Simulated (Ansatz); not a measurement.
## Clamped-ion strain scan in Os

Level of theory: Ansatz, DFT PBEsol, scalar-relativistic, plane waves, PAW. The runs took a 420 eV cutoff, a Γ-centred 20×20×20 mesh and Gaussian smearing (0.15 eV). Spin–orbit coupling is left out, which can shift energies with elements as heavy as these. No spin polarisation. Energies are free energies at this smearing, counted from the undisturbed cell; pressure is positive in compression.

The undisturbed cell (as given, not relaxed at this level; it stands at -20.1 GPa; this fcc form isn't the usual structure):

```
Os
1.0
     0.00000    1.94500    1.94500
     1.94500    0.00000    1.94500
     1.94500    1.94500    0.00000
Os
1
Direct
  0.00000 0.00000 0.00000
```

The cell is strained by ε times the Voigt pattern (0, 0, 0, 0, 0, 1) (xx, yy, zz, yz, xz, xy; engineering shear) with fractional coordinates fixed. The cell is metallic on the mesh throughout. At -20 GPa the given cell is far from its own equilibrium, so these figures belong to a strongly strained crystal.

| ε | ΔE (meV/atom) |
| --- | --- |
| -0.1000 | 123.9 |
| -0.0500 | 30.3 |
| 0.0000 | 0.0 |
| 0.0125 | 1.9 |
| 0.0250 | 7.5 |
| 0.0375 | 17.0 |
| 0.0625 | 47.6 |
| 0.0750 | 68.9 |
| 0.0875 | 94.4 |

By symmetry 0.1000 repeats -0.1000, -0.0750 repeats 0.0750, 0.0500 repeats -0.0500, -0.0250 repeats 0.0250 in energy, with the opposite slope along the path.